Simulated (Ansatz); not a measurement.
LaTaO₄ (space group Cmc2_1)

```
LaTaO4
1.0
    1.97044    -7.33125     0.00000
    1.97044     7.33125     0.00000
    0.00000     0.00000     5.60258
La Ta O
2 2 8
Direct
  0.82732   0.17268   0.16727
  0.17268   0.82732   0.66727
  0.58550   0.41450   0.21655
  0.41450   0.58550   0.71655
  0.91242   0.08758   0.75040
  0.08758   0.91242   0.25040
  0.46896   0.53104   0.06011
  0.53104   0.46896   0.56011
  0.69965   0.30035   0.42461
  0.30035   0.69965   0.92461
  0.66466   0.33534   0.94766
  0.33534   0.66466   0.44766
```

E(V) scan at fixed shape, V₀ the volume above. The atoms relax within the cell's symmetry.

Method: PBEsol (plane waves to 420 eV, PAW, scalar-relativistic; Ansatz, a quantum-chemistry and plane-wave program). k mesh 7×7×5 (Γ-centred), Fermi-Dirac smearing 0.05 eV. Energies are smeared free energies. Compression counts positive. With the shape held, the modulus is that of even scaling; a crystal free to change shape is softer. LaTaO4 is run without spin polarisation. LaTaO4 was relaxed with its symmetry unable to fall. Spin-orbit coupling is left out, though Ta is heavy. The zero of ΔE is the relaxed starting cell.

```json
[
 {"V (Å³/atom)": "12.680", "ΔE (meV/atom)": "withheld"},
 {"V (Å³/atom)": "12.814", "ΔE (meV/atom)": "17.2"},
 {"V (Å³/atom)": "12.949", "ΔE (meV/atom)": "10.8"},
 {"V (Å³/atom)": "13.084", "ΔE (meV/atom)": "6.0"},
 {"V (Å³/atom)": "13.219", "ΔE (meV/atom)": "2.6"},
 {"V (Å³/atom)": "13.354", "ΔE (meV/atom)": "0.6"},
 {"V (Å³/atom)": "13.489", "ΔE (meV/atom)": "0.0"},
 {"V (Å³/atom)": "13.624", "ΔE (meV/atom)": "0.6"},
 {"V (Å³/atom)": "13.759", "ΔE (meV/atom)": "2.4"},
 {"V (Å³/atom)": "13.894", "ΔE (meV/atom)": "5.2"},
 {"V (Å³/atom)": "14.028", "ΔE (meV/atom)": "9.0"},
 {"V (Å³/atom)": "14.163", "ΔE (meV/atom)": "13.7"},
 {"V (Å³/atom)": "14.298", "ΔE (meV/atom)": "19.3"}
]
```

Task: Fit a third-order Birch-Murnaghan form (E₀, V₀, B₀, B₀′ free) to the given rows and predict ΔE at V = 12.680.

Result: Least squares on the 12 given rows: ΔE = E₀ + (9V₀B₀/16)·y²·[2 + (B₀′ − 4)y], y = (V₀/V)^(2/3) − 1, with V₀ = 13.489 Å³/atom, B₀ = 145.3 GPa (160.2 GPa = 1 eV/Å³; the term in eV is multiplied by 1000), B₀′ = 5.79, E₀ = 0.03 meV/atom; root-mean-square residual 0.03 meV/atom. At 12.680 the fit gives 25.3 meV/atom; the calculation gives 25.3 meV/atom, the same to the digits shown. For the pressure the fit gives 10.7 GPa against the computed 10.6 GPa.

(Under strain, the slope of the energy per volume gives the stress and its curvature an elastic modulus.)
